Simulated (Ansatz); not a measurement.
The calculation used DFT PBE, scalar-relativistic, plane waves, PAW (Ansatz). All cells share a 420 eV cutoff and Γ-centred k meshes spaced at most about 0.3 Å⁻¹ (about 0.25 or finer for metals, 2π included). No spin polarisation in the final relaxations.

Temperature and zero-point effects are left out.

Two forms of Zr₂NbN₃ were relaxed alike.

A.

```
CELL_PARAMETERS angstrom
5.40959 0.00000 0.00000
-2.70479 4.68484 0.00000
0.00000 0.00000 3.06055
ATOMIC_POSITIONS crystal
Zr 0.33333 0.66667 0.00000
Zr 0.66667 0.33333 0.00000
Nb 0.00000 0.00000 0.50000
N 0.50000 0.00000 0.50000
N 0.00000 0.50000 0.50000
N 0.50000 0.50000 0.50000
```

B.

```
CELL_PARAMETERS angstrom
3.15212 0.00000 0.00000
0.00000 3.15212 0.00000
0.00000 0.00000 9.04434
ATOMIC_POSITIONS crystal
Zr 0.50000 0.50000 0.71184
Zr 0.50000 0.50000 0.28816
Nb 0.00000 0.00000 0.00000
N 0.00000 0.00000 0.77201
N 0.00000 0.00000 0.22799
N 0.50000 0.50000 0.50000
```

Task: Which form is favoured at zero pressure, and by what margin per atom?

Result: A is lower, by 135 meV/atom. A has space group P6/mmm (No. 191), 12.9 Å³/atom and no gap on its mesh; B has space group P4/mmm (No. 123), 15.0 Å³/atom and no gap. Counting N atoms around Nb and Zr (those within 1.25 times the shortest such distance or 1.15 times the sum of covalent radii; a plus sign parts nearer from farther groups), A has Zr 6, Nb 6 and B has Zr 1+4, Nb 2. The denser one is the lower, and pressure would at first widen the difference. In A, Zr has 6 N at 2.19 Å, 5 Zr at 3.06–3.12 Å and 6 Nb at 3.48 Å; Nb is surrounded by 6 N at 2.70 Å, 2 Nb at 3.06 Å and 12 Zr at 3.48 Å; N is surrounded by 4 Zr at 2.19 Å, 2 Nb at 2.70 Å and 4 N at 2.70 Å. In B, Zr has 1 N at 1.92 Å, 4 N at 2.29 Å, 4 Zr at 3.15 Å and 4 Nb at 3.43 Å; around Nb lie 2 N at 2.06 Å, 4 Nb at 3.15 Å and 8 Zr at 3.43 Å; N on a site of symmetry 4mm is surrounded by 1 Nb at 2.06 Å and 4 Zr at 2.29 Å; 1 more site not described. Both come from invented guesses. A third cell relaxed alike, in P-4m2, lies 96 meV/atom below the lower of the two.

A magnetic state wasn't ruled out in cells without spin, among them P4/mmm. Cells relaxed within their symmetry can be saddle points.
